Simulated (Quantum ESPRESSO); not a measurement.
pw.x input (Quantum ESPRESSO 7.5; PBEsol, PseudoDojo standard norm-conserving files, fully relativistic):

```
&CONTROL
  calculation = 'scf'
  pseudo_dir = './pseudo'
  outdir = './out'
  tprnfor = .true.
  tstress = .true.
/
&SYSTEM
  ibrav = 0
  nat = 5
  ntyp = 3
  ecutwfc = 102.0
  ecutrho = 408.0
  occupations = 'smearing'
  smearing = 'fd'
  degauss = 0.002
  nbnd = 60
  noncolin = .true.
  lspinorb = .true.
/
&ELECTRONS
  conv_thr = 5e-10
/
ATOMIC_SPECIES
F 18.9984 F.upf
Rb 85.4678 Rb.upf
Cd 112.4140 Cd.upf
CELL_PARAMETERS angstrom
  4.424980000000   0.000000000000   0.000000000000
  0.000000000000   4.424980000000   0.000000000000
  0.000000000000   0.000000000000   4.424980000000
ATOMIC_POSITIONS crystal
F   0.000000000000   0.500000000000   0.500000000000
F   0.500000000000   0.000000000000   0.500000000000
F   0.500000000000   0.500000000000   0.000000000000
Rb   0.000000000000   0.000000000000   0.000000000000
Cd   0.500000000000   0.500000000000   0.500000000000
K_POINTS automatic
6 6 6 0 0 0
```

End of the output:

```

[...]
     the Fermi energy is     5.3307 ev
!    total energy              =    -551.47306286 Ry
     estimated scf accuracy    <          2.0E-10 Ry
     smearing contrib. (-TS)   =       0.00000000 Ry
     internal energy E=F+TS    =    -551.47306286 Ry
     The total energy is F=E-TS. E is the sum of the following terms:
     one-electron contribution =    -348.81360351 Ry
     hartree contribution      =     195.40566921 Ry
     xc contribution           =     -94.00422466 Ry
     ewald contribution        =    -304.06090389 Ry
     convergence has been achieved in  10 iterations
     Forces acting on atoms (cartesian axes, Ry/au):
     atom    1 type  1   force =     0.00000000    0.00000000    0.00000000
     atom    2 type  1   force =     0.00000000    0.00000000    0.00000000
     atom    3 type  1   force =     0.00000000    0.00000000    0.00000000
     atom    4 type  2   force =     0.00000000    0.00000000    0.00000000
     atom    5 type  3   force =     0.00000000    0.00000000    0.00000000
     Total force =     0.000000     Total SCF correction =     0.000000
     Computing stress (Cartesian axis) and pressure
          total   stress  (Ry/bohr**3)                   (kbar)     P=       -6.76
  -0.00004593   0.00000000   0.00000000           -6.76        0.00        0.00
   0.00000000  -0.00004593   0.00000000            0.00       -6.76        0.00
   0.00000000   0.00000000  -0.00004593            0.00        0.00       -6.76
```
In a gapped system the printed Fermi energy is only some level inside the gap.

Geometry of the Materials Project entry, not relaxed at this level.
